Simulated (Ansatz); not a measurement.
What a change of settings does: Co (diamond type)

First run: DFT, LDA, PAW with other files of Ansatz's library (source ansatz), scalar-relativistic (Ansatz 0.2.0).

Command: `ansatz run input.yaml --threads 1 --pin off --max-ram 3072MiB --backend cpu --events-out ev --progress --plain --runs-dir out` It took 6.4 s on 1 thread of AMD EPYC 9R45 96-Core Processor (Zen 5), with other jobs on the host, peak memory 0.51 GiB.

```yaml
crystal:
  lattice:
    - [0.0, 1.7659611678, 1.7659611678]
    - [1.7659611678, 0.0, 1.7659611678]
    - [1.7659611678, 1.7659611678, 0.0]
  atoms:
    - { symbol: Co, position: [-0.125, -0.125, -0.125], spin: 1.7 }
    - { symbol: Co, position: [0.125, 0.125, 0.125], spin: 1.7 }
magnetization:
  spin_polarized: true
kpoints:
  mp_grid: { grid: [16, 16, 16] }
scf:
  occupations: { method: fermi_dirac, width: 0.1 }
hamiltonian:
  xc: lda
  pseudopotentials: { kind: paw, source: ansatz }
output:
  forces: true
  stress: true
  eigenvalues: true
```

The cell comes from a relaxation on PAW files under the same functional, begun from a prototype that needn't be the stable phase.

This run: volume at 0.4 of the series' base cell, source ansatz.

It converges in 9 SCF iterations at a pressure of 1170 GPa, cell moment 0.00 μB, cutoff 900 eV.

The input is then changed:

```diff
   occupations: { method: fermi_dirac, width: 0.1 }
+  lower_state_search: light
 hamiltonian:
   eigenvalues: true
+  write_density: true
+  write_potential: true
+  elf: true
+  volumetric_format: npy
```

Problem. What does the second run give?

Solution. It converges in 9 SCF iterations at a pressure of 1170 GPa, cell moment 0.00 μB, cutoff 900 eV, free energy 0.0 meV/atom against the first run's.
